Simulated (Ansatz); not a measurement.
According to DFT-LDA in the program Ansatz with PAW potentials, C in the fcc (Cu type) structure (Fm-3m) relaxes to a = 3.011 Å.

Electronic character: metallic (no gap).

An equation-of-state fit gives a bulk modulus of 177 GPa. The relaxed-ion elastic constants in GPa are C11 = -96.8, C12 = 322, C44 = -130.

The start of the workflow was typed in or built on a structure type; neither database checked (COD, Materials Project) lists it. It is not the phase usual at ambient conditions (space group No. 194, 227). The cell was relaxed with LDA under the symmetry of its start. At this level the phase is mechanically unstable. The volume moved by -40 % from the start of the relaxation. As this level gives no gap, shear constants depend on the k-mesh and smearing (Fermi–Dirac, 0.1 eV here). On the denser mesh and wider smearing of the elastic run this cell carries a stress of 1.0 GPa.

Potentials: the earlier of the program's two PAW sets.
